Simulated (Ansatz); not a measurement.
# Is this SrC₈ structure a true minimum?

The cell was found from a structure generator's guess, not taken from experiment.

Theory: DFT PBE, scalar-relativistic, plane waves, PAW in Ansatz 0.2.0. Settings: cutoff 420 eV, Γ-centred mesh 9×9×8 on the computed 9-atom cell, Gaussian smearing of 0.10 eV; no spin polarisation.

The cell below (9 atoms, space group P6/mmm (No. 191)) is relaxed within its symmetry.

```
Sr C
1.0
     4.99681    0.00000    0.00000
    -2.49841    4.32736    0.00000
     0.00000    0.00000    4.88550
Sr C
1 8
Direct
  0.00000 0.00000 0.50000
  0.16718 0.33436 0.00000
  0.83282 0.16718 0.00000
  0.33436 0.16718 0.00000
  0.66564 0.83282 0.00000
  0.16718 0.83282 0.00000
  0.83282 0.66564 0.00000
  0.33333 0.66667 0.00000
  0.66667 0.33333 0.00000
```

For the test it was strained at random (σ = 1.5 % a component), the atoms were moved at random (σ = 0.15 Å), and all was relaxed again on a coarse 4×6×6 mesh (in the run’s order of axes) with 0.20 eV smearing, with no symmetry imposed.

Problem. Is the structure stable against such a distortion?

Solution. It returns, within 1 meV/atom of the unmoved cell on that mesh and with the same symmetry when read at 0.1 Å (C2/m at 0.01 Å, so small strains and shifts remain). No instability shows in this cell; modes of other wave vectors, which need another repeat, aren't tested.
